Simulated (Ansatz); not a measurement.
Sn, one cell by several methods

```yaml
crystal:
  lattice:
    - [-2.91585, 2.91585, 1.59065]
    - [2.91585, -2.91585, 1.59065]
    - [2.91585, 2.91585, -1.59065]
  atoms:
    - { symbol: Sn, position: [0.00000, 0.00000, 0.00000] }
    - { symbol: Sn, position: [0.75000, 0.25000, 0.50000] }
```

Atoms are numbered in the order listed.

The cell is COD entry 1534488, as deposited and not checked against the literature; nothing was relaxed.

No spin–orbit coupling, which matters for the heavy atoms here.

All numbers are computed: DFT, LDA, PAW with Ansatz's default frozen-core files, scalar-relativistic (Ansatz 0.2.0); DFT, LDA, all-electron LAPW, scalar-relativistic (Ansatz 0.2.0).

For PAW: a Γ-centred 15×15×15 k mesh, Fermi–Dirac smearing of 0.05 eV, cutoff 420 eV, no spin polarisation; the PAW files were made with PBE, and the program remakes their frozen cores for this functional. LAPW targets a basis error of 0.5 meV/atom. The Ansatz runs share mesh, smearing and spin set-up. Plane-wave (PAW) pressures include the program's estimate of the Pulay term.

Stress and pressure are positive in compression.

Levels count from the Fermi level.

PAW results:

```csv
quantity,PAW
pressure (GPa),-1.80
stress xx (GPa),-1.47
stress zz (GPa),-2.45
highest filled level at Z (eV),-2.895
lowest empty level at Z (eV),3.029
highest filled level at M (eV),-4.773
lowest empty level at M (eV),5.018
highest filled level at Γ (eV),-1.956
lowest empty level at Γ (eV),3.102
```

(1) What does full-potential LAPW give for the same quantities?

Results:

(1) 
```json
{"quantity": "pressure (GPa)", "LAPW": "-1.78"}
{"quantity": "stress xx (GPa)", "LAPW": "-1.46"}
{"quantity": "stress zz (GPa)", "LAPW": "-2.43"}
{"quantity": "highest filled level at Z (eV)", "LAPW": "-2.896"}
{"quantity": "lowest empty level at Z (eV)", "LAPW": "3.030"}
{"quantity": "highest filled level at M (eV)", "LAPW": "-4.774"}
{"quantity": "lowest empty level at M (eV)", "LAPW": "5.018"}
{"quantity": "highest filled level at Γ (eV)", "LAPW": "-1.957"}
{"quantity": "lowest empty level at Γ (eV)", "LAPW": "3.102"}
```
